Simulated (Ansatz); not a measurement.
Be:
```
Be
1.0
    0.00000     2.46542     2.46542
    2.46542     0.00000     2.46542
    2.46542     2.46542     0.00000
Be
2
Direct
  0.25000   0.25000   0.25000
  0.00000   0.00000   0.00000
```

Relaxed with r²SCAN. Special points in fractions of this cell's reciprocal vectors: Γ (0.000, 0.000, 0.000); X (0.500, 0.000, 0.500); U (0.625, 0.250, 0.625); K (0.375, 0.375, 0.750); L (0.500, 0.500, 0.500); W (0.500, 0.250, 0.750).

Question: List the band energies nearest the Fermi level at these points for the program Ansatz at the r²SCAN level (PAW).

Answer: In eV from the Fermi level; about four levels below and three above (degenerate sets whole), none deeper than 8.9 eV; … stands for higher levels left out; points with the same levels are listed once.

| k | below | above |
|---|---|---|
| Γ | -7.81 | 5.17 5.17 5.17 |
| X | -2.59 -2.59 | 0.83 0.83 … |
| U | -2.37 -2.00 -1.48 | 1.45 7.08 … |
| L | -4.01 -3.67 | 3.30 3.30 … |
| W | -1.81 -1.81 -0.82 -0.82 | … |

Space group Fd-3m (diamond). A made-up cell: these elements were put on the sites of a structure type; neither database checked (COD, Materials Project) lists it. It is not the phase usual at ambient conditions (space group No. 194). The r²SCAN relaxation kept the symmetry of its start. At this level the phase is mechanically unstable.

Potentials: the later of the program's two PAW sets.
